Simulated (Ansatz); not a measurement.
# Lattice dynamics at Γ of HfSi₃O₈ (tetragonal HfO2 sites, Pmm2)

Perturbation theory with PBEsol in the plane-wave code Ansatz on the PBEsol cell, ground state and force constants on a 6×4×4 mesh. Spin-unpolarised throughout. Whether this structure exists isn't addressed.

Space group Pmm2 (No. 25), orthorhombic; a = 3.508 Å, b = 5.763 Å, c = 5.822 Å in the conventional setting, 9.81 Å³ an atom. Si is surrounded by 6 O at 1.65–2.02 Å; Si is surrounded by 6 O at 1.66–2.12 Å; O is surrounded by 1 Si at 1.65 Å and 1 Hf at 1.89 Å; O is surrounded by 2 Si at 1.66 Å; O is surrounded by 4 Si at 1.83–2.12 Å; O is surrounded by 3 Si at 1.85–2.02 Å and 1 Hf at 2.35 Å; Hf is surrounded by 6 O at 1.89–2.35 Å; O is surrounded by 2 Si at 1.74 Å (further sites aren't listed).

```yaml
crystal:
  lattice:
    - [3.50813, 0.00000, 0.00000]
    - [0.00000, 5.76282, 0.00000]
    - [0.00000, 0.00000, 5.82171]
  atoms:
    - { symbol: Si, position: [0.50000, 0.00000, 0.58109] }
    - { symbol: Si, position: [0.00000, 0.75350, 0.93785] }
    - { symbol: O, position: [0.50000, 0.79206, 0.38735] }
    - { symbol: O, position: [0.00000, 0.00000, 0.08688] }
    - { symbol: O, position: [0.00000, 0.00000, 0.66851] }
    - { symbol: O, position: [0.50000, 0.76536, 0.83972] }
    - { symbol: Hf, position: [0.50000, 0.50000, 0.53325] }
    - { symbol: Si, position: [0.00000, 0.24650, 0.93785] }
    - { symbol: O, position: [0.50000, 0.20794, 0.38735] }
    - { symbol: O, position: [0.00000, 0.50000, 0.10097] }
    - { symbol: O, position: [0.00000, 0.50000, 0.69944] }
    - { symbol: O, position: [0.50000, 0.23464, 0.83972] }
```

Optical modes without the longitudinal term (negative means imaginary):
```
ω (cm⁻¹)  degeneracy  IR intensity, summed over the level ((D/Å)²/amu)
     -75           1                                              7.30
      91           1                                              1.05
     161           1                                             14.54
     185           1                                              3.11
     195           1                                              0.73
     218           1                                              0.00
     238           1                                              3.54
     278           1                                              0.00
     298           1                                              0.14
     309           1                                              5.37
     322           1                                              1.29
     330           1                                              9.95
     346           1                                              0.03
     362           1                                              0.10
     384           1                                             21.40
     417           1                                              0.23
     446           1                                              3.12
     484           1                                              3.46
     500           1                                             52.32
     580           1                                              4.04
     584           1                                             38.19
     614           1                                              0.00
     651           1                                              6.59
     666           1                                              9.80
     686           1                                              3.65
     710           1                                             25.42
     711           1                                              1.52
     759           1                                              4.53
     802           1                                              2.28
     814           1                                              0.27
     826           1                                             12.34
     861           1                                             30.61
     951           1                                              0.46
```

One optical level at Γ is imaginary (75i cm⁻¹, printed negative), so this structure is unstable at this level. Of the real levels 29 are infrared active, the strongest at 500 cm⁻¹.

The clamped-ion dielectric constant comes out as 3.75, 4.13 and 3.49 along x, y and z. Born charges, averaged over directions: Si +3.85, O -2.20 to -1.71, Hf +4.27 e. The program notes that the ground state's band table doesn't vouch for all the bands that the response reads.

For comparison, on the r2SCAN cell the mean ε∞ is 3.55 with r2SCAN (ground state on 6×4×4; least gap 4.67 eV).

Spin-orbit coupling is left out, which matters wherever the heavy atoms make up the band edges.
